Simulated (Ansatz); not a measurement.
# Relaxing Sb

Level of theory: DFT PBEsol, scalar-relativistic, plane waves, PAW (Ansatz 0.2.0). Cutoff 420 eV, Γ-centred k mesh, Gaussian smearing, no spin polarisation in the final step.

The start is a database structure of Sb, space group R-3m (No. 166).

```
CELL_PARAMETERS angstrom
2.15060 1.24165 3.74400
-2.15060 1.24165 3.74400
0.00000 -2.48330 3.74400
ATOMIC_POSITIONS crystal
Sb 0.23364 0.23364 0.23364
Sb 0.76636 0.76636 0.76636
```

Steps on the 15×15×15 mesh (2 atoms). 4 of 5 steps are shown, and the free energy counts from the last. Trial steps that were taken back and renewals of the plane-wave basis can be among the rows.

| step | ΔF (meV/atom) | V (Å³/atom) | P (GPa) | largest force component (eV/Å) |
| --- | --- | --- | --- | --- |
| 1 | 2.5 | 29.99 | 0.39 | 0.172 |
| 2 | 1.3 | 30.15 | -0.67 | 0.098 |
| 3 | 0.2 | 29.96 | -0.21 | 0.006 |
| 5 | 0.0 | 29.83 | -0.02 | 0.010 |

A final relaxation ran on a 15×15×15 mesh. The relaxed crystal, R-3m (No. 166):

```
Sb
1.0
     2.16009    1.24713    3.69129
    -2.16009    1.24713    3.69129
     0.00000   -2.49426    3.69129
Sb
2
Direct
  0.23571 0.23571 0.23571
  0.76429 0.76429 0.76429
```

```yaml
Volume_per_atom: 29.83 Å³
Density: 6.78 g/cm³
Gap_on_the_15×15×15_mesh: 0 eV (a metal)
```

The final run used a 15×15×15 mesh on its 2-atom cell and 0.10 eV smearing. Spin–orbit coupling is left out.

A structure relaxed within its symmetry needn't be a true minimum.